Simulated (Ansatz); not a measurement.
Trial structures of CaAl₄O: starts and ends

Method: Ansatz, DFT PBE, scalar-relativistic, plane waves, PAW. Settings: cutoff 420 eV, Γ-centred meshes spaced at most about 0.3 Å⁻¹, and about 0.25 Å⁻¹ or finer for metals (2π included), Gaussian smearing. No spin polarisation in the final relaxations.

Each guess was relaxed in cell and atoms at zero pressure, within the symmetry of its start. All energies are static (0 K, no zero-point motion). Coordination counts Al or Ca atoms around O (for each partner element, those within 1.25 times its shortest distance or 1.15 times the sum of covalent radii, where it is the nearest in units of that sum or under 1.3; the shortest distance is added where it exceeds 1.18 times the sum of covalent radii).

```json
{"guess": "1", "made from": "HoAlNi4 type", "start group": "Cmmm", "V start (Å³/atom)": "16.2", "end group": "Cmmm", "V end (Å³/atom)": "17.9", "coordination at the end": "O 8 from 2.5 Å", "gap on mesh (eV)": "0", "E over the lowest end (meV/atom)": "18"}
{"guess": "2", "made from": "HoCo4Ni type", "start group": "P-6m2", "V start (Å³/atom)": "17.1", "end group": "P-6m2", "V end (Å³/atom)": "18.2", "coordination at the end": "O 3 from 3.3 Å", "gap on mesh (eV)": "0", "E over the lowest end (meV/atom)": "0"}
{"guess": "3", "made from": "MgBe4Cu type", "start group": "F-43m", "V start (Å³/atom)": "16.5", "end group": "F-43m", "V end (Å³/atom)": "19.2", "coordination at the end": "O 4 from 3.3 Å", "gap on mesh (eV)": "0", "E over the lowest end (meV/atom)": "321"}
{"guess": "4", "made from": "Mg4SiGe type", "start group": "P4/mmm", "V start (Å³/atom)": "19.9", "end group": "?", "V end (Å³/atom)": "?", "coordination at the end": "?", "gap on mesh (eV)": "?", "E over the lowest end (meV/atom)": "?"}
```

Guess 4 as it starts:

```cif
data_structure
_symmetry_space_group_name_H-M 'P4/mmm'
_symmetry_Int_Tables_number 123
_cell_length_a 4.3936
_cell_length_b 4.3936
_cell_length_c 6.1955
_cell_angle_alpha 90.000
_cell_angle_beta 90.000
_cell_angle_gamma 90.000
_cell_volume 119.59
loop_
_atom_site_label
_atom_site_type_symbol
_atom_site_symmetry_multiplicity
_atom_site_Wyckoff_symbol
_atom_site_fract_x
_atom_site_fract_y
_atom_site_fract_z
_atom_site_occupancy
Ca1 Ca 1 d 0.50000 0.50000 0.50000 1
Al1 Al 4 i 0.50000 0.00000 0.74904 1
O1 O 1 a 0.00000 0.00000 0.00000 1
```

Question: Fill in the missing row: what does this guess relax into, and where does it rank?

Answer: It ends in space group P4/mmm (No. 123), with a = 3.903 Å, c = 7.890 Å, 20.0 Å³/atom and no gap. It lies 70 meV/atom over the lowest end, above guess 1 and below guess 3. The shortest distance is 2.43 Å (Al–O) in this end and 2.52 Å (Al–O) in the lowest (guess 2).

```cif
data_structure
_symmetry_space_group_name_H-M 'P4/mmm'
_symmetry_Int_Tables_number 123
_cell_length_a 3.9034
_cell_length_b 3.9034
_cell_length_c 7.8897
_cell_angle_alpha 90.000
_cell_angle_beta 90.000
_cell_angle_gamma 90.000
_cell_volume 120.21
loop_
_atom_site_label
_atom_site_type_symbol
_atom_site_symmetry_multiplicity
_atom_site_Wyckoff_symbol
_atom_site_fract_x
_atom_site_fract_y
_atom_site_fract_z
_atom_site_occupancy
Ca1 Ca 1 d 0.50000 0.50000 0.50000 1
Al1 Al 4 i 0.50000 0.00000 0.81740 1
O1 O 1 a 0.00000 0.00000 0.00000 1
```

The zero of energy is the elements' standard structures at the same level (O₂ as a molecule); no fitted shifts are applied.

Question: Is the lowest end bound against the elements?

Answer: Yes: its formation energy is −0.21 eV/atom. Whether it is stable depends on the other phases of the system, which aren't compared here.

A magnetic state wasn't ruled out in cells without spin, among them F-43m. Cells relaxed within their symmetry can be saddle points. A lower structure may well exist outside this small set. Some types were kept out of the candidates beforehand, so the set may lack a known form.
